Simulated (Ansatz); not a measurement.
A plane-wave DFT run in Ansatz 0.2.0 (scalar-relativistic PAW potentials unless the input names others): input and command.

```yaml
crystal:
  lattice:
    - [4.3063738652, 0.0, 0.0]
    - [0.0, 4.3063738652, 0.0]
    - [0.0, 0.0, 4.3063738652]
  atoms:
    - { symbol: Mn, position: [0.5, 0.5, 0.5], spin: 3.77 }
    - { symbol: Tl, position: [0.0, 0.0, 0.0] }
    - { symbol: Cl, position: [0.0, 0.5, 0.5] }
    - { symbol: Cl, position: [0.5, 0.5, 0.0] }
    - { symbol: Cl, position: [0.5, 0.0, 0.5] }
basis:
  ecutwfc: 420
kpoints:
  mp_grid: { grid: [8, 7, 9] }
hamiltonian:
  xc: pbesol
scf:
  occupations: { method: gaussian, width: 0.1 }
  max_iter: 75
output:
  forces: true
  eigenvalues: true
  stress: true
magnetization:
  spin_polarized: true
```

```bash
ansatz run input.yaml --threads 1 --pin off --max-ram 2560MiB --backend cpu --events-out ev --progress --plain --runs-dir out
```

Abridged log:
```
Basis set: ecut = 420 eV, 1551 PW (Γ), exchange–correlation on 60×60×60 points (8 copies of the dense FFT grid, shifted against one another)
Bands: 32, of which v1, the nominal top of the filled ones, is band 25 counted from 1 (24 counted from 0)
Symmetry: 8 space group operations
k-points: 100 of 504
SCF iter   1: F=—  HF=-18347.543986 eV  |F-HF|=—  |Δ(HF+E_count)|=         —  Δρ=5.60e-2 (↑5.49e-2 ↓5.60e-2) dr2=1.11e1  dr2_m=3.94e-2  M=3.638 μB ∫|m|=3.655 μB  β_m=0.30  ethr=3.10e-3  ⟨swp⟩=6.2  Hψ=26282  notcnv=0
Mixer restart at iter 1: flushing history
spin=Collinear: Kerker preconditioning applied to the charge; magnetization (m = ρ↑ − ρ↓) channel mixes plain (no charge-response kernel on spin).
SCF iter   2: F=—  HF=-18348.351664 eV  |F-HF|=—  |Δ(HF+E_count)|=   8.08e-1  Δρ=3.60e-2 (↑2.03e-2 ↓3.60e-2) dr2=3.63e0  dr2_m=8.44e-2  M=3.502 μB ∫|m|=3.525 μB  β_m=0.43  ethr=3.10e-3  ⟨swp⟩=2.9  Hψ=14669  notcnv=0  defer=344
SCF iter   3: F=—  HF=-18348.940542 eV  |F-HF|=—  |Δ(HF+E_count)|=   5.89e-1  Δρ=1.79e-2 (↑1.34e-2 ↓1.79e-2) dr2=6.49e-1  dr2_m=9.76e-2  M=3.358 μB ∫|m|=3.389 μB  β_m=0.69  ethr=3.10e-3  ⟨swp⟩=3.0  Hψ=12725  notcnv=0  defer=351
SCF iter   4: F=—  HF=-18348.785581 eV  |F-HF|=—  |Δ(HF+E_count)|=   1.55e-1  Δρ=1.08e-2 (↑1.08e-2 ↓4.18e-3) dr2=1.02e-1  dr2_m=1.18e-2  M=3.182 μB ∫|m|=3.230 μB  β_m=0.84  ethr=1.32e-3  ⟨swp⟩=2.8  Hψ=12243  notcnv=0  defer=347
SCF iter   5: F=—  HF=-18348.829986 eV  |F-HF|=—  |Δ(HF+E_count)|=   4.44e-2  Δρ=2.34e-3 (↑2.34e-3 ↓2.08e-3) dr2=2.28e-3  dr2_m=3.12e-3  M=3.245 μB ∫|m|=3.286 μB  β_m=0.84  ethr=2.08e-4  ⟨swp⟩=2.0  Hψ=13558  notcnv=0  defer=356
SCF iter   6: F=—  HF=-18348.830336 eV  |F-HF|=—  |Δ(HF+E_count)|=   3.50e-4  Δρ=1.31e-3 (↑1.31e-3 ↓7.25e-4) dr2=1.39e-3  dr2_m=5.92e-4  M=3.257 μB ∫|m|=3.298 μB  β_m=0.92  ethr=4.66e-6  ⟨swp⟩=1.9  Hψ=8193  notcnv=0  defer=356
SCF iter   7: F=—  HF=-18348.830285 eV  |F-HF|=—  |Δ(HF+E_count)|=   5.06e-5  Δρ=3.04e-4 (↑3.04e-4 ↓1.34e-4) dr2=1.25e-4  dr2_m=8.19e-6  M=3.265 μB ∫|m|=3.306 μB  β_m=0.96  ethr=2.85e-6  ⟨swp⟩=2.9  Hψ=10964  notcnv=0  defer=356
SCF iter   8: F=—  HF=-18348.830290 eV  |F-HF|=—  |Δ(HF+E_count)|=   4.45e-6  Δρ=5.58e-5 (↑5.58e-5 ↓3.59e-5) dr2=2.80e-6  dr2_m=9.31e-7  M=3.267 μB ∫|m|=3.308 μB  β_m=0.98  ethr=2.56e-7  ⟨swp⟩=2.2  Hψ=8788  notcnv=0  defer=356
SCF iter   9: F=—  HF=-18348.830236 eV  |F-HF|=—  |Δ(HF+E_count)|=   5.39e-5  Δρ=2.69e-5 (↑2.09e-5 ↓2.69e-5) dr2=1.71e-6  dr2_m=1.39e-8  M=3.267 μB ∫|m|=3.308 μB  β_m=0.99  ethr=5.72e-9  ⟨swp⟩=2.0  Hψ=10257  notcnv=0  defer=356
SCF iter  10: F=—  HF=-18348.830236 eV  |F-HF|=—  |Δ(HF+E_count)|=   2.93e-9  Δρ=6.75e-6 (↑6.75e-6 ↓5.17e-6) dr2=3.47e-8  dr2_m=1.96e-8  M=3.267 μB ∫|m|=3.308 μB  β_m=0.97  ethr=3.48e-9  ⟨swp⟩=1.9  Hψ=7868  notcnv=0  defer=356
SCF iter  11: F=-18348.830236 eV  HF=-18348.830236 eV  |F-HF|=2.90e-9  |Δ(HF+E_count)|=   1.06e-9  Δρ=1.75e-6 (↑8.85e-7 ↓1.75e-6) dr2=5.93e-9  dr2_m=4.43e-10  M=3.267 μB ∫|m|=3.308 μB  ethr=7.07e-11  ⟨swp⟩=8.0  Hψ=28388  notcnv=0
SCF 1 converged in 11 iterations: F = -18348.830236 eV  dr2 = 5.93e-9
SCF converged after 11 iterations
Magnetization: 3.2667 μB (26.1333 up, 22.8667 down)
Absolute magnetization: 3.3063 μB (∫|ρ↑−ρ↓|, with the PAW one-centre terms)
Spin contamination: 0.0298 ħ² per cell (⟨S²⟩ above its minimum at these occupations)
Per-site moments (μB) at R_I (Å): [(2.62361971, 0.88818960), (0.02224054, 1.25608979), (0.06155574, 0.88818960), (0.06727268, 0.88818960), (0.06733163, 0.88818960)]
Free energy (F): -18348.830236 eV
Harris-Foulkes:  -18348.830236 eV  (|F-HF|=2.90e-9)
Internal energy: -18348.819869 eV  (E = F + TS)
E sigma→0 (E₀):  -18348.825052 eV
Entropy (-TS):   -0.010367 eV (-2.073 meV/atom)
Fermi energy:    12.850025 eV
--- Forces (eV/Å), atoms counted from 1 ---
  atom   1  Mn     0.00000000     0.00000000     0.00000000
  atom   2  Tl     0.00000000     0.00000000     0.00000000
  atom   3  Cl     0.00000000     0.00000000     0.00000000
  atom   4  Cl     0.00000000     0.00000000     0.00000000
  atom   5  Cl     0.00000000     0.00000000     0.00000000
--- Stress (GPa, compression-positive) ---
       31.202104       0.000000       0.000000
        0.000000      30.695284       0.000000
        0.000000       0.000000      31.112243
  P = ⅓ Tr σ = 31.0032 GPa (310.032 kbar)
```

What is wrong with this input?

The fault is a mesh that breaks the symmetry (kpoints.mp_grid.grid: [8, 8, 8] → [8, 7, 9], the first being the value of the sound run). Setting it back cures it. The log, from which this was withheld above, says: «Warning: crystal.symmetry: narrowed to the stabiliser of the k-point mesh — unitary ops 48 → 8; excluded 40 operations that carry a point of the 8×7×9 mesh (shift [0, 0, 0]) off the mesh (the run samples exactly the mesh kpoints.mp_grid names, as under crystal.symmetry.detect: false, and its converged state has the mesh's symmetry, not the crystal's; ε∞ …» The run converged all the same, with an energy at zero smearing 0.15 meV/atom below the reference's, pressure 31.00 GPa, largest force 0.000 eV/Å, no gap on the mesh, so convergence alone doesn't show that an input is right. A reference run on usual settings, whose relaxation ended at this geometry, converged, and the end of its own relaxation has pressure 29.99 GPa, largest force 0.000 eV/Å, no gap on the mesh (its cell was held, or driven to that pressure on purpose).

Time: 10 s on 1 thread of AMD EPYC 9R45 96-Core Processor (Zen 5), with other jobs on the host, peak memory 0.66 GiB.